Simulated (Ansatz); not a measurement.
HfSi:
```
HfSi
1.0
    3.27559     0.00000     0.00000
    0.00000     3.27559     0.00000
    0.00000     0.00000     3.27559
Hf Si
1 1
Direct
  0.00000   0.00000   0.00000
  0.50000   0.50000   0.50000
```

Relaxed with r²SCAN. Special points in fractions of this cell's reciprocal vectors: Γ (0.000, 0.000, 0.000); X (0.000, 0.500, 0.000); M (0.500, 0.500, 0.000); R (0.500, 0.500, 0.500).

Q: List the band energies nearest the Fermi level at these points for plane-wave PAW r²SCAN with spin–orbit coupling (Ansatz code).

A: In eV from the Fermi level; about four levels below and three above (degenerate sets whole), none deeper than 8.9 eV; points with the same levels are listed once.

| k | below | above |
|---|---|---|
| Γ | -2.02 -2.02 -2.02 -2.02 | 1.63 1.63 2.11 2.11 2.11 2.11 |
| X | -0.54 -0.54 -0.39 -0.39 | 4.64 4.64 5.35 5.35 |
| M | -3.17 -3.17 -2.27 -2.27 | 1.45 1.45 1.62 1.62 |
| R | -4.89 -4.89 -4.55 -4.55 | 2.35 2.35 3.78 3.78 3.78 3.78 |

Space group Pm-3m (CsCl type). The cell is a constructed one: a structure type filled with these elements; neither database checked (COD, Materials Project) lists it. COD files the formula under space group No. 62, so this cell is another polymorph or a model. Whether it is the stable phase at ambient conditions was not checked. The r²SCAN relaxation kept the symmetry of its start. At this level the phase is mechanically unstable. No spin polarisation was allowed.

Potentials: the earlier of the program's two PAW sets.
